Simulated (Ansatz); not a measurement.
Level of theory: DFT PBE+D3(BJ), scalar-relativistic, plane waves, PAW (Ansatz). All cells share a 420 eV cutoff and Γ-centred k meshes spaced at most about 0.3 Å⁻¹ (about 0.25 or finer for metals, 2π included). Collinear spin in cells that started with moments and kept them past the coarse steps, no spin elsewhere.

Temperature and zero-point effects are left out.

Two relaxed structures of PF₂:

1. (site moments P 0.3 (×2) μB)

```cif
data_structure
_symmetry_space_group_name_H-M 'P4_2/mmc'
_symmetry_Int_Tables_number 131
_cell_length_a 5.4942
_cell_length_b 5.4942
_cell_length_c 6.5123
_cell_angle_alpha 90.000
_cell_angle_beta 90.000
_cell_angle_gamma 90.000
_cell_volume 196.58
loop_
_atom_site_label
_atom_site_type_symbol
_atom_site_symmetry_multiplicity
_atom_site_Wyckoff_symbol
_atom_site_fract_x
_atom_site_fract_y
_atom_site_fract_z
_atom_site_occupancy
P1 P 2 e 0.00000 0.00000 0.25000 1
F1 F 4 j 0.21976 0.00000 0.00000 1
```

2. (no spin)

```cif
data_structure
_symmetry_space_group_name_H-M 'P6/mmm'
_symmetry_Int_Tables_number 191
_cell_length_a 3.8784
_cell_length_b 3.8784
_cell_length_c 2.4126
_cell_angle_alpha 90.000
_cell_angle_beta 90.000
_cell_angle_gamma 120.000
_cell_volume 31.43
loop_
_atom_site_label
_atom_site_type_symbol
_atom_site_symmetry_multiplicity
_atom_site_Wyckoff_symbol
_atom_site_fract_x
_atom_site_fract_y
_atom_site_fract_z
_atom_site_occupancy
P1 P 1 a 0.00000 0.00000 0.00000 1
F1 F 2 d 0.33333 0.66667 0.50000 1
```

Problem. Which is lower in energy, and by how much?

Solution. Cell 1 is lower, by 0.36 eV/atom. Cell 1 has space group P4_2/mmc (No. 131), 32.8 Å³/atom and a gap of 0.51 eV on its mesh; cell 2 has space group P6/mmm (No. 191), 10.5 Å³/atom and no gap. Counting F atoms around P (those within 1.25 times the shortest such distance or 1.15 times the sum of covalent radii; the shortest distance is added where it is long for a bond), cell 1 has P 4 from 2.0 Å and cell 2 has P 12 from 2.5 Å. Cell 2 holds P–P chains (shortest 2.41 Å); in cell 1 the shortest P–P distance is 3.26 Å. Their magnetic states differ too, which can make part of the margin. Both come from invented guesses. A third cell relaxed alike, in P6/mmm, lies 254 meV/atom below the lower of the two.

Kohn–Sham gaps at this level usually fall short of measured ones. In P6/mmm an odd number of electrons in the primitive cell allows no gap without spin; a larger cell or a magnetic state could open one. The magnetic state reached may not be the lowest. Cells relaxed within their symmetry can be saddle points. Some types were kept out of the candidates beforehand, so the set may lack a known form.
